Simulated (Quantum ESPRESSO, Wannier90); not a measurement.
**Wannierisation of InAs (zinc blende)**

```
begin unit_cell_cart
ang
    0.0000000000    3.0535600000    3.0535600000
    3.0535600000    0.0000000000    3.0535600000
    3.0535600000    3.0535600000    0.0000000000
end unit_cell_cart
begin atoms_frac
In   0.2500000000  0.2500000000  0.2500000000
As   0.0000000000  0.0000000000  0.0000000000
end atoms_frac
```

Materials Project entry mp-20305; symmetrised, unrelaxed at this level. COD (Crystallography Open Database) has an entry of this formula and space group (matched by these alone). Level: PBEsol, no spin polarisation, no spin-orbit coupling; pw.x of Quantum ESPRESSO at 68 Ry with PseudoDojo potentials, 10×10×10 k-points, Wannier90. Density: 10×10×10 mesh, cold smearing 0.01 Ry. Spin-orbit coupling is left out although heavy elements are present.

A tight-binding model is made by disentanglement and projection with no localisation steps (num_iter = 0), so the 8 orbitals stay atom-like: hydrogen-like In: s;p; As: s;p, axes along x, y, z; frozen window up to 1.50 eV relative to the Fermi level. It follows pw.x to 2.9 meV rms for states up to 1.0 eV relative to the Fermi level. Matrix elements depend on this choice of orbitals and windows.

Question: What are the on-site energies relative to the Fermi level, and how fast do the hoppings decay?

Answer: 
```
atom  orbitals  energy (eV)
----  --------  -----------
In1          s        -2.13
In1   pz px py         3.55
As2          s        -8.38
As2   pz px py         0.67
```

```tsv
distance of the centres (Å)	largest modulus (eV)
2–3	1.2
4–5	0.38
5–6	0.043
6–7	0.048
7–8	0.013
8–9	0.019
9–10	0.0046
10–11	0.0069
11–12	0.0024
12–13	0.0050
```
